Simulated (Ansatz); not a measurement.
MgO:
Space group P6₃/mmc (No. 194); a = 3.452 Å, b = 3.452 Å, c = 4.140 Å, α = 90.00°, β = 90.00°, γ = 120.00°

```
atom  site  symmetry       x       y       z
----  ----  --------  ------  ------  ------
Mg      2c      -6m2  0.3333  0.6667  0.2500
O       2d      -6m2  0.6667  0.3333  0.2500
```

Relaxed with LDA.

Problem. Give the optical modes at the zone centre with their infrared and Raman activity from DFPT, DFT-LDA in the program Ansatz with PAW potentials.

Solution. Transverse frequencies, without the LO–TO term; a row sums one degenerate level.

```tsv
ω (cm⁻¹)	degeneracy	IR ((D/Å)²/amu)	Raman (Å⁴/amu)	activity	symmetry
295	2	0.00	0	silent	E2g
394	1	19.14	0	IR	A2u
419	1	0.00	0	silent	B1g
510	2	29.84	0	IR	E1u
520	2	0.00	5.9	Raman	E2g
551	1	0.00	0	silent	B1g
```

Problem. How high does the top mode go among those that the LO–TO term moves?

Solution. 713 cm⁻¹ for q along x, 713 cm⁻¹ for q along y, 687 cm⁻¹ for q along z.

Space group P6_3/mmc. The workflow started from a Materials Project entry (that database holds measured and hypothetical structures alike); the Crystallography Open Database copy checked does not list it. It is not the phase usual at ambient conditions (space group No. 225). The LDA relaxation kept the symmetry of its start; phonons on a q-mesh show no instability.

Potentials: the earlier of the program's two PAW sets.
